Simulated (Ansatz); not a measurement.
Ca₂BeN₂:
Space group I4/mmm (No. 139); a = 3.5447 Å, b = 3.5447 Å, c = 11.5035 Å, α = 90.00°, β = 90.00°, γ = 90.00°

```csv
atom,site,symmetry,x,y,z
Ca,4e,4mm,0.0000,0.0000,0.3442
Be,2a,4/mmm,0.0000,0.0000,0.0000
N,4e,4mm,0.0000,0.0000,0.1334
```
(The calculation used a cell of 5 atoms; values per cell refer to that cell.)

Relaxed with r²SCAN.

Problem. Tabulate the valence density and the electron localisation function along the shortest Ca–Be contact (3.08 Å), r²SCAN in the plane-wave PAW code Ansatz.

Solution. 

```csv
distance from Ca (Å),density (e/Å³),ELF
0.31,5.68,0.81
0.46,4.21,0.85
0.62,2.58,0.84
0.77,1.29,0.77
0.92,0.56,0.52
1.08,0.25,0.15
1.23,0.14,0.06
1.39,0.12,0.09
1.54,0.14,0.28
1.69,0.17,0.51
1.85,0.20,0.63
2.00,0.24,0.67
2.16,0.27,0.66
2.31,0.29,0.58
2.46,0.29,0.35
2.62,0.24,0.10
2.77,0.17,0.00
```

The density is the valence pseudo-density with augmentation charge, so density and ELF within about 1 Å of a nucleus are not all-electron values.

The start of the workflow was typed in or built on a structure type; neither database checked (COD, Materials Project) lists it. Its standing as an ambient phase is unchecked. Symmetry was held in the r²SCAN relaxation; its stability against distortions is not shown here.

Potentials: the earlier of the program's two PAW sets. The files were generated under PBE; for other functionals the program regenerates the frozen cores, and for LDA and PBEsol the local potential too.
